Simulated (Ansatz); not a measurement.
**Ansatz 0.2.0, settings compared: SrLi2BS4**

The command:

```bash
ansatz run input.yaml --threads 1 --pin off --max-ram 2560MiB --backend cpu --events-out ev --progress --plain --runs-dir out
```

Input:

```yaml
crystal:
  lattice:
    - [-3.178487, 3.178487, 3.779436]
    - [3.178487, -3.178487, 3.779436]
    - [3.178487, 3.178487, -3.779436]
  atoms:
    - { symbol: B, position: [0.0, 0.0, 0.0] }
    - { symbol: Sr, position: [0.5, 0.5, 0.0] }
    - { symbol: Li, position: [0.25, 0.75, 0.5] }
    - { symbol: Li, position: [0.75, 0.25, 0.5] }
    - { symbol: S, position: [0.03526, 0.03526, 0.4132] }
    - { symbol: S, position: [0.96474, 0.37794, 0.0] }
    - { symbol: S, position: [0.62206, 0.62206, 0.5868] }
    - { symbol: S, position: [0.37794, 0.96474, 0.0] }
  symmetry: { tolerance: 0.0003 }
kpoints:
  mp_grid: { grid: [4, 4, 4], shift: [0, 0, 0] }
magnetization:
  spin_polarized: false
scf:
  occupations: { method: methfessel_paxton, width: 0.1468 }
hamiltonian:
  pseudopotentials: { kind: paw }
  xc: pbe
basis:
  ecutwfc: 420
output:
  forces: true
  stress: true
  eigenvalues: true
```

Origin of the cell: a known structure type with other elements, at an estimated volume, so it need not be a known compound.

Output of this run (shortened):

```
Pseudopotentials: kind: paw
Pseudopotential: B, paw, valence charge 3, recommended cutoff 420 eV (normal), B.paw.azcp
Pseudopotential: Sr, paw, valence charge 10, recommended cutoff 420 eV (normal), Sr.paw.azcp
Pseudopotential: Li, paw, valence charge 3, recommended cutoff 420 eV (normal), Li.paw.azcp
Pseudopotential: S, paw, valence charge 6, recommended cutoff 420 eV (normal), S.paw.azcp
Functional definition: PBE
  exchange = pbe_x(kappa = kappa, mu = beta*pi^2/3)
  correlation = pbe_c(beta = beta)
Crystal: 8 atoms, lattice volume = 152.731 Å³
Basis set: ecut = 420 eV, 2981 PW (Γ), exchange–correlation on 80×80×80 points (8 copies of the dense FFT grid, shifted against one another)
Bands: 30, of which v1, the nominal top of the filled ones, is band 22 counted from 1 (21 counted from 0)
Symmetry: 8 space group operations
[… 10 lines left out …]
Initial density: superposition of atomic densities (neutral atoms: chi_scale 0, normalization atom), corrected by the library's trained network
Functional: x = pbe(κ = 0.804, μ = 0.219515), c = pbe(β = 0.066725)
SCF iter   1: F=—  HF=-7724.080331 eV  Δρ=2.52e-3  dr2=7.56e-3
SCF iter   2: F=—  HF=-7724.079571 eV  S|Δr|=    0.00e0  Δρ=1.28e-3  dr2=2.32e-3
SCF iter   3: F=—  HF=-7724.079466 eV  S|Δr|=    0.00e0  Δρ=2.01e-4  dr2=9.48e-5
SCF iter   4: F=—  HF=-7724.079458 eV  S|Δr|=    0.00e0  Δρ=5.34e-5  dr2=8.67e-6
SCF iter   5: F=—  HF=-7724.079457 eV  S|Δr|=    0.00e0  Δρ=2.56e-5  dr2=1.48e-6
SCF iter   6: F=-7724.079457 eV  HF=-7724.079457 eV  S|Δr|=    0.00e0  Δρ=4.62e-6  dr2=5.33e-8
SCF 1 converged in 6 iterations: F = -7724.079457 eV  dr2 = 5.33e-8
SCF converged after 6 iterations
Stability not checked: this state was not tested for a lower state beside it, because cold or Methfessel-Paxton smearing, or corrected tetrahedra, fill the levels in a way that the test cannot read (fill_not_monotonic; […]
Free energy (F): -7724.079457 eV
Harris-Foulkes:  -7724.079457 eV  (|F-HF|=4.31e-8)
Internal energy: -7724.070420 eV  (E = F + TS)
E sigma→0 (E₀):  -7724.077198 eV
Entropy (-TS):   -0.009038 eV (-1.130 meV/atom)
Fermi energy:    4.233184 eV
--- Per-component energies (eV) ---
  E_band       = -281.421891
  E_kinetic    = 752.771723
  E_local      = -1377.775206  (includes V_loc(G=0)·N_el)
  E_nonlocal   = 261.443518
  E_hartree    = 371.895909
  E_xc         = -612.319943
  E_vxc        = -573.579869  (∫ρ·V_xc dr)
  E_paw        = -5215.939586  (= ΣΔE_a)
  E_vpaw       = -88.069867  (= ΣTr[D̂ρ^β])
  E_aug_tail   = 0.000030  (compensation charges beyond the density's cutoff)
  E_ewald      = -1904.146863
  E_smearing   = -0.009038  (= −TS)
  Σ components = -7724.079457   (vs F -7724.079457, Δ=0.00e0)
--- Forces (eV/Å), atoms counted from 1 ---
  atom   1  B      0.000000     0.000000     0.000000
  atom   2  Sr    -0.000000     0.000000    -0.000000
  atom   3  Li    -0.000000    -0.000000     0.000000
  atom   4  Li    -0.000000     0.000000    -0.000000
  atom   5  S     -1.666324    -1.666324     1.572805
  atom   6  S     -1.666324     1.666324    -1.572805
  atom   7  S      1.666324     1.666324     1.572805
  atom   8  S      1.666324    -1.666324    -1.572805
  max |Σ_I F_I| component: 6.66e-16 eV/Å
--- Stress (GPa, compression-positive) ---
       -3.083180       0.000000       0.000000
        0.000000      -3.083180       0.000000
        0.000000       0.000000      -5.522665
  P = ⅓ Tr σ = -3.8963 GPa (-38.963 kbar)
```

The same input was run again with these changes:

1. `scf.algorithm` default → direct_min; `scf.lower_state_search` default → "off"
2. `scf.occupations.method` methfessel_paxton → gaussian; `scf.occupations.width` 0.1468 → 0.15; `magnetization` { spin_polarized: false } → { spin_polarized: true } (starts: flip); typed moments: none
3. `hamiltonian.xc` pbe → lda; `scf.mixing.algorithm` default → msr1; `scf.mixing.beta` default → 0.5
4. `hamiltonian.dispersion` default → d3bjatm; `scf.lower_state_search` default → light

```csv
run,end,SCF iterations,P (GPa),max force component (eV/Å),moment (μB),ΔE(σ→0) (meV/atom)
base,converged,6,-3.90,1.666,–,0
1,converged,9,-3.90,1.666,–,0.00
2,converged,12,-3.85,1.665,0.00,-0.62
3,converged,7,-7.91,1.650,–,–
4,converged,6,-5.99,1.667,–,–
```

Energies are compared only where functional, datasets, charge and starting cell are the same.

Caveats of the base run: no moments, though an odd count or open d shells may carry them; the k mesh is coarse if the cell is a metal.

Run 2: spin is on but no moment was typed.

Time of the base run: 5.8 s of wall time on 1 CPU thread(s) of a shared host, from the program's own first density.
